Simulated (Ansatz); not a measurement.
BP:
```
CELL_PARAMETERS angstrom
      0.00000     2.14430     2.14430
      2.14430     0.00000     2.14430
      2.14430     2.14430     0.00000
ATOMIC_POSITIONS crystal
  P  0.00000 0.00000 0.00000
  B  0.50000 0.50000 0.50000
```

This is the PBEsol-relaxed structure.

**Question.** All from PBEsol (plane waves, PAW; program Ansatz), unless another level is named. Predict the highest zone-centre frequency.

**Answer.** 56 cm⁻¹.

**Question.** Predict the Debye temperature from the elastic constants.

**Answer.** 629 K.

**Question.** Next, the elastic constants (relaxed ions, GPa)?

**Answer.** C11 = 240, C12 = 137, C44 = 61.2.

Space group Fm-3m (rock salt). The start of the workflow was typed in or built on a structure type; neither database checked (COD, Materials Project) lists it. It is not the phase usual at ambient conditions (space group No. 216). Symmetry was held in the PBEsol relaxation; of distortions, only those at the zone centre were tested. Its formation energy is positive at this level, so the cell may be metastable or incomplete. As this level gives no gap, shear constants depend on the k-mesh and smearing (Fermi–Dirac, 0.1 eV here). As this level gives no gap, phonon frequencies hold no LO–TO term and depend on the k-mesh and smearing (Fermi–Dirac, 0.1 eV here).

Potentials: the later of the program's two PAW sets.
